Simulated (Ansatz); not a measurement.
## NaCl (Fm-3m): one-shot GW input and result

Computed with G0W0@PBE, plasmon-pole screening, hard PAW set made for 700 eV (Ansatz 0.2.0-dev).

The input was:

```json
{
 "crystal": {"lattice": [[0.0, 2.82, 2.82], [2.82, 0.0, 2.82], [2.82, 2.82, 0.0]], "atoms": [{"symbol": "Na", "position": [0, 0, 0]}, {"symbol": "Cl", "position": [0.5, 0.5, 0.5]}]},
 "kpoints": {"mp_grid": {"grid": [6, 6, 6], "shift": [0, 0, 0]}},
 "hamiltonian": {"xc": "pbe", "pseudopotentials": {"kind": "paw", "azcp": {"Na": "pseudopotentials/Na.paw.azcp", "Cl": "pseudopotentials/Cl.paw.azcp"}}},
 "scf": {"occupations": {"method": "fixed"}, "convergence": {"dr2_threshold": "1e-9 eV"}, "lower_state_search": "off"},
 "output": {"forces": false, "stress": false},
 "gw": {"n_empty_bands": 444, "ecut_chi": 180.0, "qp_bands": ["v1", "c1"], "qp_kpoints": [[0, 0, 0], [0, 0.5, 0.5], [0, 0, 0.5]], "ecutfock_ratio": 2},
 "basis": {"ecutwfc": 700}
}
```

The input is rewritten from the run's settings (development build, wave cutoff 700 eV).

Linearised quasiparticle energies, zero at the top filled Kohn-Sham level among these points. VB is the top filled band, CB the lowest empty one.

```
k  band  ε_KS (eV)  Σx − Vxc (eV)  Σc (eV)     Z  ε_QP (eV)
Γ    VB       0.00          -4.31     1.75  0.81      -2.08
Γ    CB       5.11           3.96    -3.09  0.87       5.86
L    VB      -0.26          -4.43     1.80  0.81      -2.40
L    CB       7.26           4.04    -3.08  0.86       8.09
X    VB      -0.60          -4.56     1.86  0.81      -2.79
X    CB       7.52           4.44    -3.17  0.87       8.62
```

The gap (direct at Γ) opens from 5.11 eV to 7.94 eV.

Electronic (ion-clamped) dielectric constant on this mesh, from the head of the inverse dielectric matrix: 2.3.

Band sums or response are cut, so the gap isn't at its basis limit.
